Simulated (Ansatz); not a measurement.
According to PBEsol (plane waves, PAW; program Ansatz), Si in the hexagonal phase (P6_422; Si on 3c) relaxes to a = 3.882 Å, c = 4.076 Å.

Electronic character: no gap, with almost no states at the Fermi level (zero-gap or semimetallic). The screened hybrid HSE06 puts the gap at 0.17 eV (a hybrid on a coarse mesh can open a false gap in a semimetal).

An equation-of-state fit gives a bulk modulus of 1020 kbar. The relaxed-ion elastic constants in GPa are C11 = 191, C12 = 55.5, C13 = 67.9, C33 = 162, C44 = 76.0. The elastic constants imply a Debye temperature near 637 K. The highest mode at Γ lies at 524 cm⁻¹.

The start of the workflow was typed in or built on a structure type; neither database checked (COD, Materials Project) lists it. It is not the phase usual at ambient conditions (space group No. 227). The PBEsol relaxation kept the symmetry of its start; of distortions, only those at the zone centre were tested. As this level gives no gap, shear constants depend on the k-mesh and smearing (Fermi–Dirac, 0.1 eV here). As this level gives no gap, phonon frequencies hold no LO–TO term and depend on the k-mesh and smearing (Fermi–Dirac, 0.1 eV here).

Potentials: the later of the program's two PAW sets.
